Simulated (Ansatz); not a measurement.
Mg$_{2}$Sn:
```yaml
crystal:
  lattice:
    - [5.56034, 1.62782, 0.00000]
    - [-5.56034, 1.62782, 0.00000]
    - [-2.81086, 0.00000, 7.37950]
  atoms:
    - { symbol: Mg, position: [0.16468, 0.83532, 0.12801] }
    - { symbol: Mg, position: [0.83532, 0.16468, 0.87199] }
    - { symbol: Mg, position: [0.85612, 0.14388, 0.47250] }
    - { symbol: Mg, position: [0.14388, 0.85612, 0.52750] }
    - { symbol: Sn, position: [0.45151, 0.54849, 0.21470] }
    - { symbol: Sn, position: [0.54849, 0.45151, 0.78530] }
```

Relaxed with LDA. Special points in fractions of this cell's reciprocal vectors: Γ (0.000, 0.000, 0.000); C (0.275, 0.275, 0.000); C2 (-0.275, 0.725, 0.000); Y2 (-0.500, 0.500, 0.000); M2 (-0.500, 0.500, 0.500); D (-0.262, 0.738, 0.500); D2 (0.262, 0.262, 0.500); A (0.000, 0.000, 0.500); L2 (0.000, 0.500, 0.500); V2 (0.000, 0.500, 0.000).

List the band energies nearest the Fermi level at these points for the program Ansatz at the LDA level (PAW).

In eV from the Fermi level; about four levels below and three above (degenerate sets whole), none deeper than 8.9 eV; points with the same levels are listed once.

```json
[
 {"k": "Γ", "below": "-3.35 -3.15 -3.13 -2.72", "above": "0.38 2.25 2.71"},
 {"k": "C", "below": "-2.87 -1.22 -0.14 -0.13", "above": "0.95 1.30 1.42"},
 {"k": "Y2", "below": "-5.55 -3.32 -2.73 -0.20", "above": "1.46 2.18 2.59"},
 {"k": "M2", "below": "-5.77 -5.35 -3.52 -3.28", "above": "0.13 1.47 2.48"},
 {"k": "D", "below": "-2.68 -2.28 -0.91 -0.55", "above": "0.13 0.26 1.45"},
 {"k": "A", "below": "-2.38 -1.85 -1.08 -0.43", "above": "0.44 4.57 4.73"},
 {"k": "L2", "below": "-2.18 -0.71 -0.70 -0.17", "above": "0.59 1.20 1.42"},
 {"k": "V2", "below": "-1.21 -1.02 -0.67 -0.49", "above": "2.16 2.43 2.66"}
]
```

Space group C2/m. The workflow started from a Materials Project entry (that database holds measured and hypothetical structures alike); the Crystallography Open Database copy checked does not list it. COD files the formula under space group No. 225, 227, so this cell is another polymorph or a model. Its standing as an ambient phase is unchecked. Symmetry was held in the LDA relaxation; of distortions, only those at the zone centre were tested. Scalar-relativistic: spin–orbit coupling is off unless named, which matters more the heavier the elements.

Potentials: the later of the program's two PAW sets.
